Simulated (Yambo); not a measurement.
G0W0@PBEsol for CaAlSiH (space group P3m1, No. 156) in Yambo (3×3×4 mesh, 8 Ry block, plasmon pole, screening fixed), without a terminator:

| bands N in G | gap A → (0, 0.333, 0.25) (eV) | shift of the valence edge (eV) |
|---|---|---|
| 43 | 0.996 | -0.109 |
| 77 | 1.047 | -0.385 |
| 123 | 1.068 | -0.497 |

### Question
Extrapolate both columns to infinite N with E(N) = E∞ + A/N, test the form, and compare with the terminator.

### Answer
From two points, E∞ = (N2 E2 − N1 E1)/(N2 − N1). The two largest N give 1.10 eV for the gap and -0.68 eV for the shift; the two smallest give 1.11 eV and -0.73 eV. For the gap the slopes A are -5.0 and -4.3 eV: the 1/N form holds. For the shift the slopes A are 27 and 23 eV: the 1/N form holds. With the Bruneval-Gonze terminator and 123 bands the run gives 1.07 eV and -0.56 eV, 0.03 eV and 0.12 eV from the extrapolated values: the terminator too is an estimate of the remainder. Block, mesh and the bands in W are held fixed.

Geometry relaxed with PBEsol; primitive cell a = 4.1242 Å, b = 4.1242 Å, c = 4.5326 Å, α = 90.00°, β = 90.00°, γ = 120.00°.

The structure is a Materials Project entry; no match was found in the copy of COD used, and its stability was not checked.

A shift is the quasiparticle energy of the state minus its PBEsol energy.
